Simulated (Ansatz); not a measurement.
NiSi (MnP type, space group Pnma)

```yaml
crystal:
  lattice:
    - [5.10471, 0.00000, 0.00000]
    - [0.00000, 3.36011, 0.00000]
    - [0.00000, 0.00000, 5.50384]
  atoms:
    - { symbol: Ni, position: [0.50941, 0.25000, 0.68692] }
    - { symbol: Ni, position: [0.00941, 0.25000, 0.81308] }
    - { symbol: Ni, position: [0.49059, 0.75000, 0.31308] }
    - { symbol: Ni, position: [0.99059, 0.75000, 0.18692] }
    - { symbol: Si, position: [0.67878, 0.25000, 0.08722] }
    - { symbol: Si, position: [0.17878, 0.25000, 0.41278] }
    - { symbol: Si, position: [0.32122, 0.75000, 0.91278] }
    - { symbol: Si, position: [0.82122, 0.75000, 0.58722] }
```

Equation-of-state scan: isotropic scaling of the cell above, V₀ being its volume. The atoms relax within the cell's symmetry.

The numbers are results of PBEsol (plane waves to 420 eV, PAW, scalar-relativistic; Ansatz, an electronic-structure program), not measurements. k mesh 9×14×9 (Γ-centred), Fermi-Dirac smearing 0.05 eV. Energies are smeared free energies. Stress and pressure are positive under compression. With the shape held, the modulus is that of even scaling; a crystal free to change shape is softer. NiSi is run without spin polarisation. NiSi was relaxed with its symmetry unable to fall. The PAW data are Ansatz's earlier set. The zero of ΔE is the relaxed starting cell. The last digit holds for this mesh only.

```tsv
V (Å³/atom)	ΔE (meV/atom)
10.620	83.2
10.856	51.1
11.092	27.6
11.328	11.8
11.564	2.8
11.801	0.0
12.037	2.6
12.273	10.2
12.509	22.1
12.745	withheld
12.981	57.1
```

### Question
Fit a third-order Birch-Murnaghan form (E₀, V₀, B₀, B₀′ free) to the given rows and predict ΔE at V = 12.745.

### Answer
Least squares on the 10 given rows: ΔE = E₀ + (9V₀B₀/16)·y²·[2 + (B₀′ − 4)y], y = (V₀/V)^(2/3) − 1, with V₀ = 11.800 Å³/atom, B₀ = 185.3 GPa (160.2 GPa = 1 eV/Å³; the term in eV is multiplied by 1000), B₀′ = 4.65, E₀ = -0.01 meV/atom; root-mean-square residual 0.02 meV/atom. At 12.745 the fit gives 37.8 meV/atom; the calculation gives 37.8 meV/atom, the same to the digits shown. For the pressure the fit gives -11.9 GPa against the computed -11.9 GPa.

(A scan under strain: stresses follow from slopes of the energy per volume, elastic moduli from its curvatures.)
